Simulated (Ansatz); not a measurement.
According to the program Ansatz at the PBE level (PAW), W in the cubic phase (Fd-3m; W on 8a, W on 16d) relaxes to a = 7.389 Å.

Electronic character: metallic (no gap). Gap from PBE with spin–orbit coupling: none (metallic).

The bulk modulus is 2730 kbar.

The start of the workflow was typed in or built on a structure type; neither database checked (COD, Materials Project) lists it. It is not the phase usual at ambient conditions (space group No. 229). The cell was relaxed with PBE under the symmetry of its start; its stability against distortions is not shown here. The run is not spin-polarised. Spin–orbit coupling is left out wherever it is not named.

Potentials: the earlier of the program's two PAW sets.
